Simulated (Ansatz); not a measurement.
AlPt3C:
```
AlPt3C
1.0
    4.13269     0.00000     0.00000
    0.00000     4.13269     0.00000
    0.00000     0.00000     4.13269
Al Pt C
1 3 1
Cartesian
  0.00000   0.00000   0.00000
  0.00000   2.06635   2.06635
  2.06635   0.00000   2.06635
  2.06635   2.06635   0.00000
  2.06635   2.06635   2.06635
```

Relaxed with PBEsol. Special points in fractions of this cell's reciprocal vectors: Γ (0.000, 0.000, 0.000); X (0.000, 0.500, 0.000); M (0.500, 0.500, 0.000); R (0.500, 0.500, 0.500).

Task: List the band energies nearest the Fermi level at these points for plane-wave PAW PBEsol (Ansatz code).

Result: In eV from the Fermi level; about four levels below and three above (degenerate sets whole), none deeper than 8.9 eV; points with the same levels are listed once.

```csv
k,below,above
Γ,-1.04 -1.00 -1.00 -1.00,1.04 1.04 1.04
X,-2.42 -1.00 -0.34 -0.34,1.07 3.15 3.67 3.67
M,-2.38 -1.81 -0.50 -0.50,0.96 2.07 4.46
R,-2.53 -2.53 -1.22 -1.22 -1.22,0.97 0.97 0.97
```

Space group Pm-3m (anti-perovskite). The start of the workflow was typed in or built on a structure type; neither database checked (COD, Materials Project) lists it. Whether it is the stable phase at ambient conditions was not checked. The cell was relaxed with PBEsol under the symmetry of its start. At this level the phase is dynamically unstable (imaginary phonons). No spin polarisation was allowed. Its formation energy is positive at this level, so the cell may be metastable or incomplete. Scalar-relativistic: spin–orbit coupling is off unless named, which matters more the heavier the elements.

Potentials: the later of the program's two PAW sets.
